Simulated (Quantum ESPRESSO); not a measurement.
```xyz
5
Lattice="4.0474 0.0000 0.0000 0.0000 4.0474 0.0000 0.0000 0.0000 4.0474" Properties=species:S:1:pos:R:3 pbc="T T T"
K      0.0000     0.0000     0.0000
Zn     2.0237     2.0237     2.0237
F      0.0000     2.0237     2.0237
F      2.0237     0.0000     2.0237
F      2.0237     2.0237     0.0000
```
The geometry is a computed Materials Project entry, not a measured one. It is KZnF3 in Pm-3m; whether this form has been observed was not checked. Stability against distortions was not tested.

With PBE (σ by GIPAW in a modified build of Quantum ESPRESSO; JTH PAW datasets, 22.5 Ha):

```csv
quantity,PBE
σ_iso K (ppm),1194.3
σ_iso Zn (ppm),1776.2
σ_iso F (ppm),329.5
```

Shieldings are absolute and leave out the bulk-susceptibility term; a larger σ means a smaller chemical shift. In our sweeps, cutoffs and meshes of this size left a few ppm, and up to some 20 ppm on atoms from Zn on.

**Question.** What does the LDA, on its own JTH datasets and the same geometry, give?

**Answer.** 
| quantity | LDA | LDA − PBE |
|---|---|---|
| σ_iso K (ppm) | 1173.2 | -21.0 |
| σ_iso Zn (ppm) | 1729.3 | -46.9 |
| σ_iso F (ppm) | 312.6 | -17.0 |
